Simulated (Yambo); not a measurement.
Excitons in SiO2

```
SiO2
1.0
   -2.62333     4.77675     4.44168
    2.62333    -4.77675     4.44168
    2.62333     4.77675    -4.44168
O Si
8 4
Direct
  0.13069   0.88069   0.25000
  0.86931   0.11931   0.75000
  0.79318   0.50000   0.79318
  0.20682   0.50000   0.20682
  0.20682   0.00000   0.70682
  0.79318   0.00000   0.29318
  0.00000   0.00000   0.00000
  0.50000   0.00000   0.50000
  0.92954   0.84494   0.08460
  0.07046   0.15506   0.91540
  0.26034   0.84494   0.41540
  0.73966   0.15506   0.58460
```

The geometry is that of Materials Project entry mp-600000, symmetrised and not relaxed again.

BSE in Yambo on PBEsol (pw.x of Quantum ESPRESSO, ONCV potentials, scalar-relativistic) bands: 4×4×4 mesh, 16 valence and 8 conduction bands, static screening with 114 bands and a 3 Ry block, scissor 2.98 eV, Tamm-Dancoff; field along x.

```csv
state,energy (eV),states within 2 meV,relative strength,class,main transitions
1,7.16,1,0.02,weak,VB → CB (60 %)
2,7.35,1,< 0.01,dark,several band pairs
3,7.61,1,< 0.01,dark,several band pairs
4,7.82,1,< 0.01,dark,several band pairs
5,7.88,1,< 0.01,dark,several band pairs
6,7.99,1,< 0.01,dark,VB → CB (88 %)
```

These are vertical excitations (zero momentum). The direct quasiparticle gap on this mesh is 8.58 eV; counted from there, state 1 is bound by 1.42 eV. Convergence with the mesh was not shown.

Spin singlets only. Strengths are relative to the strongest of the lowest states of this run; strong means a line over 3 % of the spectrum's maximum, dark under 0.03 %. Absolute energies carry the error of the G0W0 scissor, whose convergence isn't established; the long-wavelength screening was taken along (1,1,1) although the crystal is anisotropic.

This is not the ordinary phase of the substance; no match was found in the copy of COD used, and its stability was not checked.
